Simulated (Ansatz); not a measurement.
AlN:
```
AlN
1.0
    0.00000     2.20161     2.20161
    2.20161     0.00000     2.20161
    2.20161     2.20161     0.00000
N Al
1 1
Direct
  0.75000   0.75000   0.75000
  0.00000   0.00000   0.00000
```

Relaxed with the program Ansatz at the PBE level (PAW). Indices refer to the conventional cell of F-43m, a = b = c = 4.4032 Å, α = β = γ = 90.00°.

Simulate the powder diffraction pattern (Cu Kα, λ = 1.54184 Å; lines above 1 %) up to 2θ = 90°.

Simulated powder pattern, Cu Kα, λ = 1.54184 Å (kinematic, ideal powder, no thermal factors, no anomalous dispersion; the 30 strongest lines at most, above 1 %, up to 2θ = 90°):

```csv
2θ (°),d (Å),I/Imax (%),hkl
35.31,2.542,100,(111)
40.99,2.202,11,(200)
59.37,1.557,50,(220)
71.00,1.328,33,(311)
74.67,1.271,3.5,(222)
88.91,1.101,7.3,(400)
```

The cell was relaxed with PBE under the symmetry of its start; phonons on a q-mesh show no instability.

Potentials: the later of the program's two PAW sets.
